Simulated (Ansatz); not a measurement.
SnTe:
```
CELL_PARAMETERS angstrom
      0.00000     3.18184     3.18184
      3.18184     0.00000     3.18184
      3.18184     3.18184     0.00000
ATOMIC_POSITIONS crystal
  Sn 0.00000 0.00000 0.00000
  Te 0.50000 0.50000 0.50000
```

Relaxed with HSE06.

**Question.** Give the Bader charges and basin volumes of the independent atoms, plane-wave PAW HSE06 (Ansatz code).

**Answer.** 

```json
[
 {"atom": "Sn1", "Bader charge (e)": "+0.75", "Bader volume (Å³)": "25.9"},
 {"atom": "Te2", "Bader charge (e)": "-0.75", "Bader volume (Å³)": "38.6"}
]
```

Space group Fm-3m (rock salt). The cell was relaxed with HSE06 under the symmetry of its start. Spin–orbit coupling is left out wherever it is not named.

Potentials: the earlier of the program's two PAW sets. The files were generated under PBE; for other functionals the program regenerates the frozen cores, and for LDA and PBEsol the local potential too.
